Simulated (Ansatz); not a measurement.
The relaxed structure here is a generated cell of In2Ag: the first start was made by a random draw of sites in a space group, and the end was not matched to a known phase here, so it may be hypothetical.

One starting cell of In2Ag (a randomly generated symmetric cell of In2Ag (space group No. 224)) was relaxed twice with Ansatz (plane waves, PAW, scalar-relativistic): with PBEsol at 420 eV and with PBE at 420 eV. The PBEsol result:

In₂Ag has the cubic space group Pn-3m, origin choice 1 (No. 224), Pearson symbol cP6. Conventional cell: a = 5.9758 Å, b = 5.9758 Å, c = 5.9758 Å, α = 90.00°, β = 90.00°, γ = 90.00°. Ag on 2a is surrounded by 4 In at 2.588 Å (tetrahedral). In on 4b is coordinated by 2 Ag at 2.588 Å (linear). (Neighbours: up to the widest gap in distance over summed covalent radii, below 1.35, at either atom.)

```csv
quantity,PBEsol,PBE
space group,Pn-3m,Pn-3m
volume (Å³/atom),35.57,38.32
a (Å),5.976,6.126
"gap (eV, no spin-orbit coupling)",0.00,0.00
```

Both levels end in the same structure; PBE's volume is 7.7 % larger. Neither column is exact.

No spin polarisation in the result. A magnetic state may lie lower.

The run could not lose the symmetry of its start: the end is stationary, and may be a saddle point rather than a minimum.

All atoms sit on sites fixed by symmetry, so only the cell could relax.

Ansatz is an electronic-structure program.
